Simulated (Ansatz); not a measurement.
**CoO: how the energy converges with the cutoff**

CoO, R-3m, a = 3.011 Å, c = 7.320 Å. This is the compound's rock-salt structure, slightly distorted along a body diagonal. Ansatz: PBEsol, PAW, cutoff varied, Γ-centred 18×18×18 mesh on 2 atoms, Gaussian smearing 0.10 eV; collinear spin, largest moment 2.5 μB. Single points at one geometry, the cutoff alone changed; ΔE is the energy at zero smearing over the run at 850 eV. The run at 150 eV ended in another magnetic state and is left out. The runs up to 380 eV lie under the cutoff recommended for these PAW datasets.

```
cutoff (eV)  ΔE (meV/atom)
        200       13379.70
        250        2919.74
        300         528.95
        350          71.87
        380          22.19
        420           6.29
        460           2.72
        520           1.41
        600              ?
        700           0.34
```

**Question.** Assume ΔE falls exponentially with the cutoff, fit y = ln ΔE against x, the cutoff in eV, to the other rows, and predict the missing value.

**Answer.** y = 9.501, 7.979, 6.271, 4.275, 3.100, 1.839, 1.001, 0.344, -1.079. Means x = 397.8, y = 3.6923; Σ(Δx)² = 183756, ΣΔxΔy = -4112; the slope is their ratio. y = 12.59 − 0.02238 x, a factor of ten per 103 eV. At 600 eV this gives ΔE = 0.43 meV/atom. The run gave 0.80, a ratio of 0.54. Between neighbouring rows the decay runs from a factor of ten per 58 eV to one per 325 eV, so one exponential is only a rough guide.

Cost: 12 runs of about 4.4 core-minutes in all, on Intel Xeon 6975P-C (Granite Rapids) (shared hosts).